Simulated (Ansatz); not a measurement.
# Vibrations of InAs (F-43m) by finite displacements

```yaml
crystal:
  lattice:
    - [0.00000, 3.01301, 3.01301]
    - [3.01301, 0.00000, 3.01301]
    - [3.01301, 3.01301, 0.00000]
  atoms:
    - { symbol: In, position: [0.00000, 0.00000, 0.00000] }
    - { symbol: As, position: [0.75000, 0.75000, 0.75000] }
```

Computed, not measured; unless marked otherwise by LDA, all-electron LAPW in Ansatz 0.2.0, scalar-relativistic. k mesh 12×12×12, Fermi-Dirac smearing of 0.100 eV, basis error target 0.5 meV/atom. The cell was relaxed by PAW under this functional.

Atoms are displaced by 0.01 Å in the smallest supercells that hold the wave vectors of a 2×2×2 mesh. Negative values stand for unstable modes.

**Question.** What are the phonon energies at the solved wave vectors, in cm⁻¹?

**Answer.** 

| q | point | modes (cm⁻¹) |
| --- | --- | --- |
| 0.000 0.000 0.000 | Gamma | 214.9 (×3) |
| 0.500 0.000 0.000 | L | 41.5 (×2), 150.6, 205.6, 215.2 (×2) |
| 0.500 0.500 0.000 | X | 49.7 (×2), 168.2, 197.1, 215.8 (×2) |

**Question.** Is the structure dynamically stable at these wave vectors?

**Answer.** Yes, no mode is unstable there; wave vectors off this mesh aren't tested.

**Question.** How do the optical zone-centre modes decompose, and which are active?

**Answer.** Point group -43m: Γ_opt = T2.

```tsv
label	cm⁻¹	activity	mostly
T2	214.9	IR and Raman	As (60 %)
```

In a metal the activity is that of symmetry alone; free carriers screen the infrared modes.

**Question.** How well do frozen-core PAW files reproduce these all-electron values?

**Answer.** With a cutoff of 420 eV and displacements of 0.0025 Å, the r.m.s. difference over the modes is 0.1 cm⁻¹; the largest difference is 49.8 (PAW) against 49.7 cm⁻¹ (LAPW).

**Question.** The cell is scaled evenly to 53.612 and 55.800 Å³ (from 54.706), with free atoms relaxed and the shape held. What are the mode Grüneisen parameters γ = −d ln ω/d ln V?

**Answer.** For the highest mode, 223.1 cm⁻¹ in the small cell and 208.7 in the large one give γ ≈ 1.67. From the change of the dynamical matrix on each mode:

| point | cm⁻¹ | γ |
| --- | --- | --- |
| Gamma | 214.9 | 1.33 |
| L | 41.5 | -2.19 |
| L | 150.6 | 0.70 |
| L | 205.6 | 1.59 |
| L | 215.2 | 1.52 |
| X | 49.7 | -2.60 |
| X | 168.2 | 1.13 |
| X | 197.1 | 1.31 |
| X | 215.8 | 1.66 |

Weighted by the modes' heat capacities at 300 K, the mean on this mesh is 0.15; it moves with the q mesh, and a coarse one overweights the zone boundary. Rows under −0.05 (2 here) are modes that soften under compression and pull towards negative thermal expansion.

Caveats: the gap is closed or tiny at this level, so small that the run used smearing; responses move with mesh and smearing; the frozen-core PAW files of the compared runs were fitted under PBE, their cores solved anew for this functional; responses of metals move with mesh and smearing.
